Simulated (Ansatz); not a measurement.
CuI:
```yaml
crystal:
  lattice:
    - [3.93541, 0.00000, 0.00000]
    - [-1.96771, 3.40817, 0.00000]
    - [0.00000, 0.00000, 3.69566]
  atoms:
    - { symbol: Cu, position: [0.00000, 0.00000, 0.00000] }
    - { symbol: I, position: [0.66667, 0.33333, 0.50000] }
```

Relaxed with r²SCAN. Special points in fractions of this cell's reciprocal vectors: Γ (0.000, 0.000, 0.000); M (0.500, 0.000, 0.000); K (0.333, 0.333, 0.000); A (0.000, 0.000, 0.500); L (0.500, 0.000, 0.500); H (0.333, 0.333, 0.500).

Question: List the band energies nearest the Fermi level at these points for the program Ansatz at the r²SCAN level (PAW).

Answer: In eV from the Fermi level; about four levels below and three above (degenerate sets whole), none deeper than 8.9 eV; … stands for higher levels left out; points with the same levels are listed once.

| k | below | above |
|---|---|---|
| Γ | -1.72 -1.72 -0.69 -0.69 | 0.76 5.75 … |
| M | -1.76 -1.58 -1.57 -0.19 | 2.33 5.73 6.82 |
| K | -1.83 -1.79 -1.68 -1.67 | 0.01 5.18 5.58 |
| A | -1.90 -1.90 -1.54 -0.49 -0.49 | 4.76 5.25 … |
| L | -1.54 -1.39 -0.28 -0.09 | 4.73 5.12 … |
| H | -1.56 -1.55 -1.30 -0.66 | 0.20 1.93 7.94 |

Space group P-6m2. The cell is a constructed one: a structure type filled with these elements; neither database checked (COD, Materials Project) lists it. It is not the phase usual at ambient conditions (space group No. 216). The cell was relaxed with r²SCAN under the symmetry of its start; its stability against distortions is not shown here. The run is not spin-polarised. Scalar-relativistic: spin–orbit coupling is off unless named, which matters more the heavier the elements.

Potentials: the later of the program's two PAW sets.
